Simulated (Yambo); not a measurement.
G0W0@PBEsol for Ca2Ge (anti-fluorite, space group Fm-3m, No. 225) in Yambo. Reference settings: 4×4×4 Γ-centred k mesh, bands 3 to 170 and a 8 Ry block in the screening, 170 bands in G with the Bruneval-Gonze terminator, plasmon pole fitted at 27.2 eV. The PBEsol gap X → X on this mesh is 0.50 eV; G0W0 gaps are taken between the same points.

The settings were changed. The gap went from 1.34 eV to 1.29 eV, and the shift of the valence edge from -0.79 eV to -0.71 eV.

Question: What was changed between the two runs?
A. 38 bands in W, 38 bands in G, 3 Ry block
B. 130 bands in W, 130 bands in G, 5 Ry block
C. 38 bands in W, 38 bands in G, 2 Ry block
D. 38 bands in W, 38 bands in G, 5 Ry block

Answer: B, 130 bands in W, 130 bands in G, 5 Ry block. The others gave (gap, valence shift): 38 bands in W, 38 bands in G, 2 Ry block: 1.14, -0.19 eV; 38 bands in W, 38 bands in G, 3 Ry block: 1.18, -0.22 eV; 38 bands in W, 38 bands in G, 5 Ry block: 1.21, -0.23 eV.

The standard potential for Ge keeps a d shell in the valence without the s and p states of that shell. In tests on such compounds this moved G0W0 gaps by up to about 0.9 eV, so absolute quasiparticle energies here are unreliable; differences between settings are what counts.

Spin-orbit coupling is not included.

Geometry relaxed with PBEsol; primitive cell a = 5.0292 Å, b = 5.0292 Å, c = 5.0292 Å, α = 60.00°, β = 60.00°, γ = 60.00°.

The structure is a Materials Project entry; no match was found in the copy of COD used, and its stability was not checked.

A shift is the quasiparticle energy of the state minus its PBEsol energy.
